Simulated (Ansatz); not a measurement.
ZnAg in space group P-6m2 (No. 187; Zn on 1a, Ag on 1d) under volume change, plane-wave PAW r²SCAN (Ansatz code), shape and atoms relaxed at each volume.

```tsv
V (Å³/atom)	E − E(relaxed) (meV/atom)	P (GPa)
14.326	49.6	12.38
14.798	20.6	7.45
15.270	4.8	3.37
15.743	0.0	0.00
16.215	4.2	-2.76
16.687	15.7	-4.99
17.159	33.2	-6.80
```

**Question.** What does a third-order Birch–Murnaghan fit give for V₀, B₀ and B′?

**Answer.** V₀ = 15.74 Å³/atom, B₀ = 101 GPa, B′ = 5.6.

The workflow started from a Materials Project entry (that database holds measured and hypothetical structures alike); the Crystallography Open Database copy checked does not list it. COD files the formula under space group No. 221. With Zn and Ag taken as one species the cell has the higher symmetry P6_3/mmc, so it may be an ordered model of a mixed-site phase. Its standing as an ambient phase is unchecked. Symmetry was held in the r²SCAN relaxation; whether a distortion lowers the energy is not shown. No spin polarisation was allowed.

Potentials: the later of the program's two PAW sets.
